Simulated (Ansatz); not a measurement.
A distorted cell of BP (zinc blende):

```xyz
4
Lattice="0.0000 4.5364 4.5364 2.2682 2.2682 4.5364 2.2682 2.2682 0.0000" Properties=species:S:1:pos:R:3 pbc="T T T"
P      3.4023     3.4023     3.3123
P      3.4023     5.6705     5.7605
B      0.0000     0.0000     0.0000
B      2.2682     4.5364     2.2682
```

Method: r2SCAN (plane waves to 500 eV, PAW, scalar-relativistic; Ansatz, an electronic-structure program). k mesh 12×12×12 (Γ-centred), Fermi-Dirac smearing 0.05 eV. Stress and pressure are positive under compression. BP was relaxed with its symmetry unable to fall. The PAW data are Ansatz's earlier set.

Task: Predict the force on every atom, in eV/Å.

Result: 
```json
[
 {"atom": "P1", "Fx": "0.000", "Fy": "0.000", "Fz": "2.982"},
 {"atom": "P2", "Fx": "0.000", "Fy": "0.000", "Fz": "-2.982"},
 {"atom": "B3", "Fx": "0.000", "Fy": "0.000", "Fz": "0.000"},
 {"atom": "B4", "Fx": "0.000", "Fy": "0.000", "Fz": "0.000"}
]
```

Task: Give the stress tensor in GPa and the pressure.

Result: 
```
   1.58     0.00     0.00
   0.00     1.58     0.00
   0.00     0.00     0.07
```
The pressure, a third of the trace, is 1.08 GPa.

(A displaced cell: forces are minus the slopes of the energy, force constants its curvatures, and phonons follow from these.)
